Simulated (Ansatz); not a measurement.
How the functional moves the response of LuPd (Pm-3m) (r²SCAN, PBEsol)

```
CELL_PARAMETERS angstrom
3.41601 0.00000 0.00000
0.00000 3.41601 0.00000
0.00000 0.00000 3.41601
ATOMIC_POSITIONS crystal
Lu 0.00000 0.00000 0.00000
Pd 0.50000 0.50000 0.50000
```

This cell (19.93 Å³ an atom) was relaxed by PAW under r²SCAN, and each functional gets its own cell relaxed so. Quantity: elastic moduli (Hill averages, relaxed ions; θ_D from sound speeds over directions).

Runs: (1) r²SCAN, PAW on Ansatz 0.2.0's default frozen-core files (fitted under PBE), scalar-relativistic; k mesh 14×14×14, strains of ±0.005, Fermi-Dirac smearing of 0.100 eV, cutoff 500 eV. (2) PBEsol, PAW on Ansatz 0.2.0's default frozen-core files (fitted under PBE), scalar-relativistic; k mesh 14×14×14, strains of ±0.005, Fermi-Dirac smearing of 0.100 eV, cutoff 420 eV.

Under r²SCAN: B = 109 GPa, G = 41.9 GPa, C11 = 167 GPa, C44 = 41.1 GPa, ν = 0.330, θ_D = 233 K.

Question: Which way does PBEsol move the volume, and by how much?

Answer: a = 3.389 Å, 19.47 Å³ an atom: 2.3 % smaller.

Question: What does PBEsol give for these quantities?

Answer: 

```csv
quantity,r²SCAN,PBEsol,change
B,109 GPa,112 GPa,+3 %
G,41.9 GPa,43.6 GPa,+4 %
C11,167 GPa,167 GPa,under 1 %
C44,41.1 GPa,45.6 GPa,+11 %
ν,0.330,0.328,under 1 %
θ_D,233 K,236 K,+2 %
```

Known limits: frozen-core PAW files fitted under PBE, their cores solved anew for the functional of the run; responses of metals move with mesh and smearing.
